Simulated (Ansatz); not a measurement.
SiO$_{2}$ (space group P3_221)

```yaml
crystal:
  lattice:
    - [4.92339, 0.00000, 0.00000]
    - [-2.46169, 4.26378, 0.00000]
    - [0.00000, 0.00000, 5.41794]
  atoms:
    - { symbol: Si, position: [0.00000, 0.46928, 0.33333] }
    - { symbol: Si, position: [0.53072, 0.53072, 0.00000] }
    - { symbol: Si, position: [0.46928, 0.00000, 0.66667] }
    - { symbol: O, position: [0.14480, 0.73161, 0.54829] }
    - { symbol: O, position: [0.26839, 0.41319, 0.21495] }
    - { symbol: O, position: [0.58681, 0.85520, 0.88162] }
    - { symbol: O, position: [0.73161, 0.14480, 0.45171] }
    - { symbol: O, position: [0.41319, 0.26839, 0.78505] }
    - { symbol: O, position: [0.85520, 0.58681, 0.11838] }
```

E(V) scan at fixed shape, V₀ the volume above. The atoms relax within the cell's symmetry.

All values below come from r2SCAN (plane waves to 500 eV, PAW, scalar-relativistic; Ansatz, a first-principles code). k mesh 8×8×6 (Γ-centred), Fermi-Dirac smearing 0.05 eV. E stands for the smeared free energy. Stress and pressure are positive under compression. With the shape held, the modulus is that of even scaling; a crystal free to change shape is softer. SiO2 was relaxed with its symmetry unable to fall. ΔE is measured from the relaxed starting cell.

```tsv
V (Å³/atom)	ΔE (meV/atom)
11.879	6.0
12.069	3.2
12.258	1.3
12.448	0.3
12.637	0.0
12.827	0.4
13.016	1.4
13.206	withheld
13.395	5.0
```

Fit a third-order Birch-Murnaghan form (E₀, V₀, B₀, B₀′ free) to the given rows and predict ΔE at V = 13.206.

Least squares on the 8 given rows: ΔE = E₀ + (9V₀B₀/16)·y²·[2 + (B₀′ − 4)y], y = (V₀/V)^(2/3) − 1, with V₀ = 12.618 Å³/atom, B₀ = 38.56 GPa (160.2 GPa = 1 eV/Å³; the term in eV is multiplied by 1000), B₀′ = 6.07, E₀ = 0.00 meV/atom; root-mean-square residual 0.01 meV/atom. At 13.206 the fit gives 3.0 meV/atom; the calculation gives 2.9 meV/atom, so the interpolation is off by 0.1 (+3.4 %). For the pressure the fit gives -1.53 GPa against the computed -1.54 GPa.

(A scan under strain: stresses follow from slopes of the energy per volume, elastic moduli from its curvatures.)
